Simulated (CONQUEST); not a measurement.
Consider a self-consistent single point of GaSb (F-43m, 8 atoms in the cell; from Materials Project mp-1156).

```xyz
8
Lattice="6.1372 0.0000 0.0000 0.0000 6.1372 0.0000 0.0000 0.0000 6.1372" Properties=species:S:1:pos:R:3 pbc="T T T"
Ga     0.0000     0.0000     0.0000
Ga     0.0000     3.0686     3.0686
Ga     3.0686     0.0000     3.0686
Ga     3.0686     3.0686     0.0000
Sb     1.5343     1.5343     1.5343
Sb     1.5343     4.6029     4.6029
Sb     4.6029     1.5343     4.6029
Sb     4.6029     4.6029     1.5343
```

Computed with CONQUEST with PBE, numerical atomic orbitals double-zeta with polarisation (the shipped basis), PseudoDojo norm-conserving potentials made for PBE.

CONQUEST settings:

* **basis**: DZP
* **Diag.MPMeshX, Y, Z**: 3 3 3
* **potentials**: PseudoDojo norm-conserving PBE
* **Grid.GridCutoff**: 175 Ha
* **DM.SolutionMethod**: diagon
* **Diag.SmearingType**: 1
* **Diag.kT**: 0.007350 Ha
* **Diag.GammaCentred**: true
* **Diag.MPOrder**: 0
* **minE.SCTolerance**: 1.0e-06
* **SC.MaxIters**: 100
* **SC.LinearMixingFactor**: 0.3
* **SC.KerkerPreCondition**: true
* **SC.KerkerFactor**: 0.3 1/bohr
* **AtomMove.TypeOfRun**: static

Results:

- Number of valence electrons = 112
- Number of bands = 144
- Number of k-points after the program's reduction = 14
- Size of the basis = 144
- Number of SCF iterations = 11
- FFT grid = 72 × 72 × 72
- Free energy E − TS = -18222.6732 eV
- Fermi level (on the code's own zero) = -4.32 eV
- Pressure = 2.29 GPa

The program uses no crystal symmetry, so grid and mesh can part values that symmetry would make equal. The atom-centred basis is finite, which shifts total energies and pressures against plane waves. The structure comes from a collection of computed structures, made at another level of theory; the collection holds predicted forms beside known ones. No clean gap shows at this smearing width and mesh (spacing up to 0.34 Å⁻¹); the mesh is coarse for partly filled bands, so the values carry mesh errors. Semi-local functionals can close small gaps.

Cost on one core: about 4 core-minutes (a rough figure).
